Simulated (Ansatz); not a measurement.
## Step by step: LaSb, 30 steps of 1.5 fs from 300 K

Theory: DFT, PBEsol, all-electron LAPW, scalar-relativistic (Ansatz 0.2.0).

Command: `ansatz run input.yaml --threads 2 --pin off --max-ram 4096MiB --backend cpu --events-out ev --progress --plain --runs-dir out` The run took 12 min on 2 threads of Arm Neoverse V2 (shared host), peak memory 0.63 GiB.

```yaml
crystal:
  lattice:
    - [0.0, 6.49, 6.49]
    - [3.245, 0.0, 3.245]
    - [3.245, 3.245, 0.0]
  atoms:
    - { symbol: La, position: [0.0, 0.0, 0.0] }
    - { symbol: La, position: [0.5, 0.0, 0.0] }
    - { symbol: Sb, position: [0.25, 0.5, 0.5] }
    - { symbol: Sb, position: [0.75, 0.5, 0.5] }
kpoints:
  mp_grid: { grid: [3, 5, 5] }
scf:
  occupations: { method: fermi_dirac, width: 0.08 }
hamiltonian:
  xc: pbesol
  pseudopotentials: { kind: all_electron, lapw: { basis_error: 0.001 } }
output:
  forces: true
  stress: true
md:
  timestep: 1.5
  n_steps: 30
  ensemble: nve
  temperature: 300
  initial_velocities: maxwell_boltzmann
  seed: 231965
```

Spin–orbit coupling is left out, though it moves levels of the heavy atoms by tenths of an eV or more.

The cell comes from COD entry 1537613, which wasn't checked; take it as a given geometry.

Each frame lists Cartesian positions (Å) and forces (eV/Å). Free energies count from the first step, -814627.4497 eV.

Step 0 (t = 0.0 fs): E = 0.0 meV, T = 300 K, conserved energy 0.0 meV

```
La    0.0000    0.0000    0.0000     0.000   0.000   0.000
La    0.0000    3.2450    3.2450     0.000   0.000   0.000
Sb    3.2450    3.2450    3.2450     0.000   0.000   0.000
Sb    3.2450    6.4900    6.4900     0.000   0.000   0.000
```

Step 1 (t = 1.5 fs): E = +0.1 meV, T = 300 K, conserved energy 0.0 meV

```
La   -0.0008    0.0024    0.0005     0.010  -0.017  -0.006
La   -0.0007    3.2439    3.2439     0.001   0.008   0.011
Sb    3.2454    3.2453    3.2489     0.000  -0.003  -0.023
Sb    3.2463    6.4883    6.4868    -0.011   0.013   0.018
```

Step 2 (t = 3.0 fs): E = +0.5 meV, T = 299 K, conserved energy 0.0 meV

```
La   -0.0016    0.0047    0.0011     0.021  -0.034  -0.012
La   -0.0015    3.2428    3.2428     0.002   0.015   0.022
Sb    3.2458    3.2457    3.2528    -0.001  -0.007  -0.046
Sb    3.2477    6.4865    6.4835    -0.022   0.025   0.036
```

Step 3 (t = 4.5 fs): E = +1.2 meV, T = 297 K, conserved energy 0.0 meV

```
La   -0.0023    0.0070    0.0016     0.031  -0.051  -0.018
La   -0.0022    3.2417    3.2416     0.002   0.023   0.033
Sb    3.2462    3.2460    3.2567    -0.001  -0.010  -0.070
Sb    3.2490    6.4848    6.4803    -0.033   0.038   0.054
```

Step 4 (t = 6.0 fs): E = +2.1 meV, T = 295 K, conserved energy 0.0 meV

```
La   -0.0031    0.0094    0.0021     0.041  -0.068  -0.023
La   -0.0030    3.2405    3.2405     0.003   0.031   0.045
Sb    3.2466    3.2463    3.2605    -0.001  -0.013  -0.093
Sb    3.2503    6.4831    6.4771    -0.043   0.050   0.072
```

Step 5 (t = 7.5 fs): E = +3.2 meV, T = 292 K, conserved energy 0.0 meV

```
La   -0.0039    0.0117    0.0027     0.052  -0.084  -0.029
La   -0.0037    3.2394    3.2394     0.004   0.038   0.056
Sb    3.2470    3.2466    3.2644    -0.001  -0.016  -0.117
Sb    3.2516    6.4813    6.4739    -0.054   0.062   0.089
```

Step 6 (t = 9.0 fs): E = +4.6 meV, T = 288 K, conserved energy 0.0 meV

```
La   -0.0046    0.0140    0.0032     0.062  -0.101  -0.035
La   -0.0044    3.2383    3.2383     0.005   0.046   0.068
Sb    3.2474    3.2470    3.2682    -0.002  -0.019  -0.140
Sb    3.2529    6.4796    6.4707    -0.065   0.074   0.107
```

Step 7 (t = 10.5 fs): E = +6.2 meV, T = 284 K, conserved energy 0.0 meV

```
La   -0.0054    0.0163    0.0037     0.072  -0.117  -0.041
La   -0.0052    3.2373    3.2373     0.006   0.054   0.080
Sb    3.2478    3.2473    3.2720    -0.002  -0.022  -0.163
Sb    3.2542    6.4779    6.4676    -0.076   0.086   0.124
```

Step 8 (t = 12.0 fs): E = +8.1 meV, T = 279 K, conserved energy 0.0 meV

```
La   -0.0061    0.0186    0.0042     0.082  -0.133  -0.046
La   -0.0059    3.2362    3.2362     0.007   0.061   0.091
Sb    3.2482    3.2476    3.2758    -0.003  -0.025  -0.187
Sb    3.2555    6.4763    6.4644    -0.086   0.098   0.142
```

Step 9 (t = 13.5 fs): E = +10.2 meV, T = 274 K, conserved energy 0.0 meV

```
La   -0.0068    0.0209    0.0047     0.092  -0.149  -0.052
La   -0.0066    3.2351    3.2351     0.008   0.068   0.103
Sb    3.2486    3.2479    3.2795    -0.003  -0.028  -0.210
Sb    3.2567    6.4746    6.4613    -0.097   0.109   0.159
```

Step 10 (t = 15.0 fs): E = +12.5 meV, T = 268 K, conserved energy 0.0 meV

```
La   -0.0075    0.0231    0.0052     0.101  -0.165  -0.057
La   -0.0074    3.2340    3.2341     0.009   0.076   0.115
Sb    3.2490    3.2482    3.2833    -0.003  -0.031  -0.233
Sb    3.2580    6.4730    6.4582    -0.107   0.120   0.176
```

Step 11 (t = 16.5 fs): E = +15.0 meV, T = 261 K, conserved energy 0.0 meV

```
La   -0.0082    0.0253    0.0057     0.111  -0.180  -0.063
La   -0.0081    3.2330    3.2331     0.010   0.083   0.127
Sb    3.2494    3.2485    3.2869    -0.004  -0.034  -0.256
Sb    3.2592    6.4714    6.4552    -0.118   0.131   0.192
```

Step 12 (t = 18.0 fs): E = +17.7 meV, T = 254 K, conserved energy 0.0 meV

```
La   -0.0089    0.0275    0.0062     0.120  -0.195  -0.068
La   -0.0088    3.2319    3.2321     0.012   0.090   0.138
Sb    3.2498    3.2488    3.2905    -0.004  -0.036  -0.279
Sb    3.2604    6.4698    6.4521    -0.128   0.142   0.209
```

Step 13 (t = 19.5 fs): E = +20.6 meV, T = 247 K, conserved energy 0.0 meV

```
La   -0.0095    0.0296    0.0067     0.129  -0.210  -0.074
La   -0.0095    3.2309    3.2311     0.013   0.097   0.150
Sb    3.2502    3.2491    3.2941    -0.005  -0.039  -0.301
Sb    3.2616    6.4682    6.4491    -0.138   0.152   0.225
```

Step 14 (t = 21.0 fs): E = +23.6 meV, T = 239 K, conserved energy 0.0 meV

```
La   -0.0102    0.0317    0.0071     0.138  -0.225  -0.079
La   -0.0103    3.2299    3.2301     0.014   0.104   0.162
Sb    3.2506    3.2494    3.2976    -0.005  -0.041  -0.324
Sb    3.2628    6.4666    6.4462    -0.148   0.162   0.241
```

Step 15 (t = 22.5 fs): E = +26.8 meV, T = 231 K, conserved energy 0.0 meV

```
La   -0.0108    0.0338    0.0076     0.147  -0.239  -0.084
La   -0.0110    3.2289    3.2292     0.016   0.110   0.173
Sb    3.2510    3.2496    3.3011    -0.006  -0.044  -0.346
Sb    3.2639    6.4651    6.4433    -0.157   0.172   0.256
```

Step 16 (t = 24.0 fs): E = +30.2 meV, T = 222 K, conserved energy 0.0 meV

```
La   -0.0114    0.0359    0.0080     0.155  -0.253  -0.089
La   -0.0117    3.2279    3.2283     0.017   0.117   0.184
Sb    3.2514    3.2499    3.3045    -0.006  -0.046  -0.367
Sb    3.2650    6.4636    6.4404    -0.167   0.182   0.272
```

Step 17 (t = 25.5 fs): E = +33.6 meV, T = 213 K, conserved energy 0.0 meV

```
La   -0.0120    0.0379    0.0084     0.164  -0.266  -0.093
La   -0.0124    3.2270    3.2274     0.019   0.123   0.196
Sb    3.2518    3.2502    3.3078    -0.007  -0.048  -0.389
Sb    3.2661    6.4622    6.4376    -0.176   0.191   0.287
```

Step 18 (t = 27.0 fs): E = +37.2 meV, T = 204 K, conserved energy 0.0 meV

```
La   -0.0125    0.0398    0.0088     0.172  -0.279  -0.098
La   -0.0132    3.2260    3.2266     0.021   0.129   0.206
Sb    3.2522    3.2504    3.3111    -0.007  -0.050  -0.410
Sb    3.2671    6.4608    6.4349    -0.185   0.200   0.301
```

Step 19 (t = 28.5 fs): E = +40.8 meV, T = 195 K, conserved energy 0.0 meV

```
La   -0.0130    0.0418    0.0092     0.179  -0.292  -0.102
La   -0.0139    3.2251    3.2258     0.022   0.135   0.217
Sb    3.2525    3.2506    3.3143    -0.008  -0.052  -0.431
Sb    3.2681    6.4594    6.4322    -0.194   0.209   0.316
```

Step 20 (t = 30.0 fs): E = +44.6 meV, T = 185 K, conserved energy 0.0 meV

```
La   -0.0135    0.0436    0.0096     0.187  -0.305  -0.107
La   -0.0146    3.2242    3.2250     0.024   0.141   0.228
Sb    3.2529    3.2509    3.3174    -0.008  -0.054  -0.451
Sb    3.2691    6.4580    6.4295    -0.202   0.217   0.330
```

Step 21 (t = 31.5 fs): E = +48.3 meV, T = 175 K, conserved energy 0.0 meV

```
La   -0.0139    0.0455    0.0099     0.194  -0.317  -0.111
La   -0.0153    3.2234    3.2242     0.026   0.147   0.238
Sb    3.2533    3.2511    3.3204    -0.009  -0.056  -0.471
Sb    3.2700    6.4567    6.4269    -0.211   0.226   0.344
```

Step 22 (t = 33.0 fs): E = +52.3 meV, T = 166 K, conserved energy 0.0 meV

```
La   -0.0144    0.0472    0.0103     0.200  -0.328  -0.115
La   -0.0160    3.2225    3.2235     0.028   0.152   0.248
Sb    3.2537    3.2513    3.3234    -0.009  -0.058  -0.490
Sb    3.2709    6.4555    6.4244    -0.219   0.233   0.357
```

Step 23 (t = 34.5 fs): E = +56.1 meV, T = 156 K, conserved energy 0.0 meV

```
La   -0.0148    0.0490    0.0106     0.207  -0.339  -0.118
La   -0.0167    3.2217    3.2229     0.030   0.158   0.257
Sb    3.2541    3.2515    3.3262    -0.010  -0.059  -0.509
Sb    3.2718    6.4543    6.4219    -0.226   0.241   0.370
```

Step 24 (t = 36.0 fs): E = +59.9 meV, T = 146 K, conserved energy 0.0 meV

```
La   -0.0151    0.0506    0.0109     0.213  -0.350  -0.122
La   -0.0174    3.2209    3.2222     0.032   0.163   0.266
Sb    3.2545    3.2517    3.3290    -0.011  -0.061  -0.527
Sb    3.2726    6.4531    6.4195    -0.234   0.248   0.383
```

Step 25 (t = 37.5 fs): E = +63.7 meV, T = 136 K, conserved energy 0.0 meV

```
La   -0.0155    0.0523    0.0112     0.219  -0.360  -0.125
La   -0.0181    3.2201    3.2216     0.034   0.167   0.275
Sb    3.2549    3.2519    3.3317    -0.011  -0.062  -0.545
Sb    3.2734    6.4519    6.4172    -0.241   0.255   0.395
```

Step 26 (t = 39.0 fs): E = +67.5 meV, T = 126 K, conserved energy 0.0 meV

```
La   -0.0158    0.0538    0.0114     0.224  -0.370  -0.128
La   -0.0187    3.2193    3.2211     0.036   0.172   0.283
Sb    3.2552    3.2520    3.3342    -0.012  -0.063  -0.562
Sb    3.2741    6.4508    6.4150    -0.248   0.262   0.407
```

Step 27 (t = 40.5 fs): E = +71.3 meV, T = 117 K, conserved energy 0.0 meV

```
La   -0.0160    0.0553    0.0117     0.229  -0.380  -0.131
La   -0.0194    3.2186    3.2206     0.038   0.176   0.291
Sb    3.2556    3.2522    3.3367    -0.013  -0.065  -0.578
Sb    3.2748    6.4498    6.4128    -0.254   0.268   0.419
```

Step 28 (t = 42.0 fs):

```
La   -0.0162    0.0568    0.0119
La   -0.0201    3.2179    3.2202
Sb    3.2560    3.2523    3.3391
Sb    3.2755    6.4488    6.4107
```

Step 29 (t = 43.5 fs): E = +78.5 meV, T = 98 K, conserved energy 0.0 meV

```
La   -0.0164    0.0582    0.0121     0.238  -0.397  -0.137
La   -0.0207    3.2173    3.2197     0.043   0.184   0.305
Sb    3.2564    3.2525    3.3414    -0.014  -0.067  -0.609
Sb    3.2761    6.4479    6.4086    -0.266   0.279   0.441
```

Step 30 (t = 45.0 fs): E = +82.0 meV, T = 89 K, conserved energy 0.0 meV

```
La   -0.0166    0.0595    0.0123     0.241  -0.405  -0.139
La   -0.0214    3.2166    3.2194     0.045   0.188   0.311
Sb    3.2567    3.2526    3.3435    -0.015  -0.067  -0.623
Sb    3.2766    6.4470    6.4067    -0.272   0.285   0.451
```

(1) Give the energy and forces of step 28.

(2) What is the mean temperature over the last 16 frames?

Results:

(1) E = +74.9 meV, T = 107 K, conserved energy 0.0 meV
```
La   -0.0162    0.0568    0.0119     0.233  -0.389  -0.134
La   -0.0201    3.2179    3.2202     0.040   0.180   0.298
Sb    3.2560    3.2523    3.3391    -0.013  -0.066  -0.594
Sb    3.2755    6.4488    6.4107    -0.260   0.274   0.430
```

(2) 160 K; so short a run of so small a cell isn't equilibrated.
